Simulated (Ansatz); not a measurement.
**Cd₃InO: start and end of a relaxation**

Recipe of this trial structure of Cd₃InO: random cell by space group and Wyckoff sites (Pmmm, No. 47). Its size is a rough estimate.

start.cif

```cif
data_structure
_symmetry_space_group_name_H-M 'Pmmm'
_symmetry_Int_Tables_number 47
_cell_length_a 4.4895
_cell_length_b 4.6145
_cell_length_c 6.1642
_cell_angle_alpha 90.000
_cell_angle_beta 90.000
_cell_angle_gamma 90.000
_cell_volume 127.70
loop_
_atom_site_label
_atom_site_type_symbol
_atom_site_symmetry_multiplicity
_atom_site_Wyckoff_symbol
_atom_site_fract_x
_atom_site_fract_y
_atom_site_fract_z
_atom_site_occupancy
Cd1 Cd 2 q 0.00000 0.00000 0.18755 1
Cd2 Cd 1 e 0.00000 0.50000 0.00000 1
In1 In 1 g 0.00000 0.50000 0.50000 1
O1 O 1 b 0.50000 0.00000 0.00000 1
```

Theory: DFT PBE, scalar-relativistic, plane waves, PAW (Ansatz 0.2.0). Cutoff 420 eV, Gaussian smearing, Γ-centred meshes. Cell and atoms relax first on a coarse mesh and then on a finer one. In between, the cell is made exact in the group found at 0.06 Å. In metals the finer mesh still leaves noise of several meV/atom or more. The steps can't lower the symmetry of their start. No spin polarisation in the relaxation; trial moments died out in a coarse test.

end.cif

```cif
data_structure
_symmetry_space_group_name_H-M 'Pmmm'
_symmetry_Int_Tables_number 47
_cell_length_a 3.2291
_cell_length_b 5.8094
_cell_length_c 5.9367
_cell_angle_alpha 90.000
_cell_angle_beta 90.000
_cell_angle_gamma 90.000
_cell_volume 111.37
loop_
_atom_site_label
_atom_site_type_symbol
_atom_site_symmetry_multiplicity
_atom_site_Wyckoff_symbol
_atom_site_fract_x
_atom_site_fract_y
_atom_site_fract_z
_atom_site_occupancy
Cd1 Cd 2 q 0.00000 0.00000 0.26897 1
Cd2 Cd 1 e 0.00000 0.50000 0.00000 1
In1 In 1 g 0.00000 0.50000 0.50000 1
O1 O 1 b 0.50000 0.00000 0.00000 1
```

The symmetry stays Pmmm (No. 47). The volume per atom shrinks by 12.8 %, from 25.5 to 22.3 Å³. The shortest distance goes from 2.31 Å (Cd–Cd) to 2.27 Å (Cd–O). The energy falls by about 0.71 eV/atom (the start's value is from the coarse mesh).

```yaml
Volume_per_atom: 22.27 Å³
Density: 6.98 g/cm³
Formation_energy: −0.24 eV/atom
Gap_on_the_12×8×6_mesh_of_the_5-atom_cell: 0 eV (a metal)
```

Formation energies are uncorrected and refer to the elements' standard structures at the same level (O₂ as a molecule). It lies below the elements, which doesn't yet make it stable against other compounds or structures.

The last run used Gaussian smearing of 0.10 eV. A structure relaxed within its symmetry needn't be a true minimum. In all, the 5 runs took 13 min on 1 thread of Arm Neoverse V2 (shared host).
